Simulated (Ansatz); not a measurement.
An Ansatz (a quantum-chemistry and plane-wave program) run. Input:

Ansatz 0.2 input:
```yaml
crystal:
  lattice:
    - [0.0, 2.987173165, 2.987173165]
    - [2.987173165, 0.0, 2.987173165]
    - [2.987173165, 2.987173165, 0.0]
  atoms:
    - { symbol: Pb, position: [0.5, 0.5, 0.5] }
    - { symbol: S, position: [0.0, 0.0, 0.0] }
kpoints:
  mp_grid: { grid: [8, 8, 8] }
hamiltonian:
  xc: r2scan
  pseudopotentials: { kind: paw }
scf:
  occupations: { method: fixed }
elastic: { mode: relaxed_ion, stencil: two_point, amplitude: 0.005, f_tol: 0.0005 }
```

Output (shortened):

```
Pseudopotential: Pb, paw, valence charge 14
Pseudopotential: S, paw, valence charge 6
Functional definition: r2SCAN
Crystal: 2 atoms, lattice volume = 53.310 Å³
Basis set: ecut = 500 eV, 1363 PW (Γ), exchange–correlation on 128×128×128 points (64 copies of the dense FFT grid, shifted against one another)
Bands: 14, of which v1, the nominal top of the filled ones, is band 10 counted from 1 (9 counted from 0)
Symmetry: 48 space group operations
Space group: Fm-3m (ITA 225), of the structure as read, at distance tolerance 3.8e-5 Å
k-points: 29 of 512
SCF 1 converged in 10 iterations: F = -12828.002463 eV  dr2 = 2.91e-15
Crystal: 2 atoms, lattice volume = 53.310 Å³
SCF 2 converged in 2 iterations: F = -12828.002463 eV  dr2 = 1.39e-16
Crystal: 2 atoms, lattice volume = 53.044 Å³
Symmetry: 16 space group operations
k-points: 59 of 512
SCF 3 converged in 10 iterations: F = -12828.001878 eV  dr2 = 4.63e-16
Crystal: 2 atoms, lattice volume = 53.577 Å³
SCF 4 converged in 8 iterations: F = -12828.001901 eV  dr2 = 2.37e-14
Crystal: 2 atoms, lattice volume = 53.310 Å³
Symmetry: 8 space group operations
k-points: 95 of 512
SCF 5 converged in 8 iterations: F = -12828.002379 eV  dr2 = 7.69e-14
Crystal: 2 atoms, lattice volume = 53.310 Å³
SCF 6 converged in 6 iterations: F = -12828.002379 eV  dr2 = 6.27e-14
SCF converged after 2 iterations
Free energy (F): -12828.002463 eV
Harris-Foulkes:  -12828.002463 eV  (|F-HF|=7.28e-12)
Internal energy: -12828.002463 eV  (E = F + TS)
E sigma→0 (E₀):  -12828.002463 eV
Fermi energy:    7.977525 eV
--- Per-component energies (eV) ---
  E_band       = -72.048674
  E_kinetic    = 392.375714
  E_local      = -1238.873548  (includes V_loc(G=0)·N_el)
  E_nonlocal   = 379.073607
  E_hartree    = 481.883050
  E_xc         = -300.609417
  E_vxc        = -239.983189  (∫ρ·V_xc dr)
  E_paw        = -11040.204587  (= ΣΔE_a)
  E_vpaw       = -343.304697  (= ΣTr[D̂ρ^β])
  E_aug_tail   = 0.000020  (compensation charges beyond the density's cutoff)
  E_vtau       = 14.897321  (kinetic-family band-sum trace: ∫τ·v_τ [+ j·A + Jᵃ·Aᵃ] dr)
  E_ewald      = -1502.503037
  E_core_change = 0.855736  (= ΣΔE_core)
  E_smearing   =  0.000000  (= −TS)
  E_closure    = 0.000000  (closes the sum)
  Σ components = -12828.002463   (vs F -12828.002463, Δ=0.00e0)
--- Forces (eV/Å), atoms counted from 1 ---
  atom   1  Pb     0.00000000     0.00000000     0.00000000
  atom   2  S      0.00000000     0.00000000     0.00000000
  max |Σ_I F_I| component: 0.0 eV/Å
--- Stress (GPa, compression-positive) ---
       -0.000289       0.000000       0.000000
        0.000000      -0.000289       0.000000
        0.000000       0.000000      -0.000289
  P = ⅓ Tr σ = -0.0003 GPa (-0.003 kbar)
--- Band table (eV; the first three rows and the last of 29) ---
  k-point 0: bands = ["-9.4770", "-9.4770", "-9.4770", "-9.4556", "-9.4556", "-6.0257", "1.8588", "5.7658", "5.7658", "5.7658", "13.4831", "13.4831", "13.4831", "15.1463"]
  k-point 1: bands = ["-9.4763", "-9.4738", "-9.4738", "-9.4570", "-9.4570", "-5.8946", "1.3896", "5.8081", "5.8081", "6.1274", "12.2682", "12.7015", "12.7015", "15.0746"]
  k-point 2: bands = ["-9.4770", "-9.4770", "-9.4749", "-9.4498", "-9.4498", "-5.5331", "0.3975", "5.9269", "5.9269", "6.8311", "10.6187", "11.4803", "11.4803", "15.2564"]
  k-point 28: bands = ["-9.5648", "-9.4617", "-9.4617", "-9.4555", "-9.4215", "-4.3705", "-0.0717", "3.5545", "3.5545", "6.9230", "10.4685", "12.9871", "12.9871", "16.5544"]
--- Elastic constants: 2 strain directions × 2 members + reference (group order 48) ---
  dense FFT box of the reference and of every strained cell: 32×32×32
  strains applied: 11, 23; error gains: componentwise 1.00 (the most a stress slope's error grows in a printed constant), spectral 1.73 (1 for all six strains …
  C = ∂σ_k/∂η_j (tension-positive GPa; Voigt order 11 22 33 23 13 12):
       138.432     17.619     17.619      0.000      0.000      0.000
        17.619    138.432     17.619      0.000      0.000      0.000
        17.619     17.619    138.432      0.000      0.000      0.000
         0.000      0.000      0.000     20.610      0.000      0.000
         0.000      0.000      0.000      0.000     20.610      0.000
         0.000      0.000      0.000      0.000      0.000     20.610
  reference stress σ⁰ (GPa):      0.000      0.000      0.000      0.000      0.000      0.000
  moduli (Voigt/Reuss/Hill, GPa): K = 57.89/57.89/57.89   G = 36.53/27.98/32.26   E = 81.61   ν = 0.265
  mechanically stable: yes (min eigenvalue of sym C = 20.61 GPa)
  strain η (Voigt 11):  stress-route row diagonal C_11 = 138.43 GPa, energy-path curvature d²(F+E_count+ΔE)/dδ²/Ω₀ = 138.40 GPa
         δ    σ_11 (GPa)             F (eV)   n_scf  n_hpsi   n_pw
    -5.000e-3      -0.7144      -12828.0018781      10   19352   1363   relax 0 steps, max|allowed force component| 0.0 eV/Å
     5.000e-3       0.6700      -12828.0019007       8   15699   1373   relax 0 steps, max|allowed force component| 0.0 eV/Å
  strain η (Voigt 23):  stress-route row diagonal C_44 = 20.61 GPa, energy-path curvature d²(F+E_count+ΔE)/dδ²/Ω₀ = 20.61 GPa
         δ    σ_23 (GPa)             F (eV)   n_scf  n_hpsi   n_pw
    -5.000e-3      -0.1031      -12828.0023789       8   28260   1366   relax 0 steps, max|allowed force component| 0.0 eV/Å
     5.000e-3       0.1031      -12828.0023789       6   21630   1366   relax 0 steps, max|allowed force component| 0.0 eV/Å
```

Cost: about 15 core-seconds (a rough figure) on shared cores.

Symmetry was held in the r²SCAN relaxation. The volume moved by -28 % from the start of the relaxation. Scalar-relativistic: spin–orbit coupling is off unless named, which matters more the heavier the elements.

Potentials: the later of the program's two PAW sets.

Ansatz is a plane-wave DFT program.
